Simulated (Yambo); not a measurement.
G0W0@PBEsol for LaO2H (space group P2_1/m, No. 11) in Yambo. Reference settings: 2×4×2 Γ-centred k mesh, 159 bands and a 7 Ry block in the screening, 159 bands in G with the Bruneval-Gonze terminator, plasmon pole fitted at 27.2 eV. The PBEsol gap (0, 0, -0.5) → Γ on this mesh is 3.81 eV; G0W0 gaps are taken between the same points.

```tsv
change from the reference	G0W0 gap (0, 0, -0.5) → Γ (eV)	shift of the valence edge (eV)
reference settings	5.35	-0.59
105 bands in G, no terminator	5.19	-0.17
64 bands in G	5.37	-0.53
105 bands in G	5.34	-0.57
2 Ry block	?	-0.67
105 bands in W, 105 bands in G	5.38	-0.51
3 Ry block	5.35	-0.60
no random integration	5.32	-0.53
```

Question: Estimate the withheld gaps from the other rows; the computed values follow.

Answer: 
- 2 Ry block, G0W0 gap (0, 0, -0.5) → Γ (eV): 5.44

The reference isn't shown to be the converged limit.

Geometry of the Materials Project entry, not relaxed at this level; primitive cell a = 4.441 Å, b = 3.935 Å, c = 6.414 Å, α = 90.00°, β = 107.49°, γ = 90.00°.

The structure is a Materials Project entry; no match was found in the copy of COD used, and its stability was not checked.

A shift is the quasiparticle energy of the state minus its PBEsol energy.
